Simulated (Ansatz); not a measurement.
Ansatz run, K₂SrIrO₆

The input, for Ansatz 0.2.0 (plane waves, PAW):

```yaml
crystal:
  lattice:
    - [6.072645, 0.0, 0.0]
    - [2.992156, 5.28432, 0.0]
    - [2.992156, 1.744275, 4.988136]
  atoms:
    - { symbol: Ir, position: [0.5, 0.5, 0.5] }
    - { symbol: O, position: [0.7222, 0.7222, 0.2747] }
    - { symbol: O, position: [0.2747, 0.7222, 0.7222] }
    - { symbol: O, position: [0.7222, 0.2747, 0.7222] }
    - { symbol: O, position: [0.2778, 0.2778, 0.7253] }
    - { symbol: O, position: [0.2778, 0.7253, 0.2778] }
    - { symbol: O, position: [0.7253, 0.2778, 0.2778] }
    - { symbol: K, position: [0.2505, 0.2505, 0.2505] }
    - { symbol: K, position: [0.7495, 0.7495, 0.7495] }
    - { symbol: Sr, position: [0.0, 0.0, 0.0] }
  symmetry: { tolerance: 0.0003 }
kpoints:
  mp_grid: { grid: [7, 7, 7], shift: [0, 0, 0] }
  band_path:
    path:
      - [0.0, 0.0, 0.0]
      - [0.5, 0.5, 0.5]
      - [0.74816844, 0.25183156, 0.5]
      - [0.5, -0.25183156, 0.25183156]
      - [0.5, 0.0, 0.0]
      - [0.0, 0.0, 0.0]
      - [0.37591578, -0.37591578, 0.0]
      - [0.62408422, 0.0, 0.37591578]
      - [0.5, 0.0, 0.5]
      - [0.0, 0.0, 0.0]
    npoints: 6
magnetization:
  spin_polarized: false
scf:
  occupations: { method: gaussian, width: 0.0267 }
  lower_state_search: "off"
  max_iter: 200
hamiltonian:
  pseudopotentials: { kind: paw }
  xc: r2scan
basis:
  ecutwfc: 500
  fft_grid_basis: typed
output:
  forces: true
  stress: true
  eigenvalues: true
  bader: true
  populations: true
  elf: true
  write_potential: true
  volumetric_format: npy
  dos:
    e_range: [-12, 8]
    de: 0.05
    projected: { site_lists: { Ir: [Ir], K: [K], O: [O], Sr: [Sr] } }
checkpoint:
  read: saved_state
```

The saved state is an earlier solution for the same cell, perhaps on another mesh. 

Output (shortened):

```
SCF iter   1: F=-21999.5290 eV  Δρ=1.01e-3  dr2=6.26e-4  dr2_τ=1.83e-3
SCF iter   2: F=-21999.5296 eV  Δρ=2.69e-4  dr2=9.72e-5  dr2_τ=1.80e-5
SCF iter   3: F=-21999.5294 eV  Δρ=1.18e-4  dr2=2.54e-5  dr2_τ=1.91e-6
SCF iter   4: F=-21999.5295 eV  Δρ=5.34e-5  dr2=5.97e-6  dr2_τ=2.59e-7
SCF iter   5: F=-21999.5295 eV  Δρ=2.05e-5  dr2=7.08e-7  dr2_τ=5.64e-8
SCF iter   6: F=-21999.5295 eV  Δρ=3.13e-6  dr2=1.34e-8  dr2_τ=2.56e-9
Free energy (F): -21999.5295 eV
Harris-Foulkes:  -21999.5295 eV  (|F-HF|=9.17e-10)
Internal energy: -21999.5278 eV  (E = F + TS)
E sigma→0 (E₀):  -21999.5287 eV
Entropy (-TS):   -0.0016 eV (-0.162 meV/atom)
Fermi energy:    5.8748 eV
--- Stress (GPa, compression-positive) ---
       -4.7817       0.9401       0.6672
        0.9401      -5.8464       0.3890
        0.6672       0.3890      -6.1184
  P = ⅓ Tr σ = -5.5822 GPa (-55.822 kbar)
--- Löwdin populations: 10 sites ---
  site symbol       q [e]
     0     Ir     14.9073
     1      O      6.8187
     2      O      6.8187
     3      O      6.8187
     4      O      6.8187
     5      O      6.8187
     6      O      6.8187
     7      K      8.2175
     8      K      8.2175
     9     Sr      8.1909
  spilling = 0.0069 (of n_electrons = 81.0000)
```

Absolute energies hang on the potentials; compare differences alone.

Origin: a known structure type with other elements, at an estimated volume, so it need not be a known compound. Caveats: many states at the Fermi level without spin polarisation, so a magnetic state may lie lower; atoms or cell far from equilibrium.
